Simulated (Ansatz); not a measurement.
The start is a generated trial cell of Hf in the omega structure type. The cell and all atomic positions are relaxed at zero pressure with r2SCAN (plane waves to 500 eV, PAW, scalar-relativistic; Ansatz, a first-principles code). First-step values are on the input's coarse k-mesh.

Ansatz input (later rounds restart from its end on a renewed k-mesh):
Ansatz 0.2 input:
```yaml
crystal:
  lattice:
    - [5.0208239, 0, 0]
    - [-2.510412, 4.3481611, 0]
    - [0, 0, 3.053746]
  atoms:
    - { symbol: Hf, position: [0, 0, 0] }
    - { symbol: Hf, position: [0.33333333, 0.66666667, 0.5] }
    - { symbol: Hf, position: [0.66666667, 0.33333333, 0.5] }
basis: { ecutwfc: 500, ecutrho_ratio: 4, xc_grid: 4, fft_grid_basis: typed }
kpoints: { mp_grid: { grid: [8, 8, 11] } }
hamiltonian:
  xc: r2scan
  dispersion: none
  pseudopotentials: { kind: paw }
scf: { occupations: { method: fermi_dirac, width: 0.05 } }
relax: { f_tol: 0.01, max_steps: 100, cell: { stress_tol: 0.02 } }
output: { forces: true, stress: true }
```

```json
{
 "energy_released": "0.01 eV/atom",
 "Shortest distances (start → end)": "The closest pairs of elements (up to four, under 3.6 Å), start → end: Hf–Hf 2.90 → 2.87 Å",
 "band_gap_at_the_end": "no gap (metallic)",
 "optimiser_moves": "5"
}
```

Final values are on a 11×11×15 k-mesh of the relaxed cell. No spin polarisation in the result.

The run could not lose the symmetry of its start: the end is stationary, and may be a saddle point rather than a minimum.

All atoms sit on sites fixed by symmetry, so only the cell could relax.

The relaxed structure here is a generated cell of Hf: the first start was made by placing the elements on the sites of a structure type, and the end was not matched to a known phase here, so it may be hypothetical. Known forms of Hf include space group No. 194.
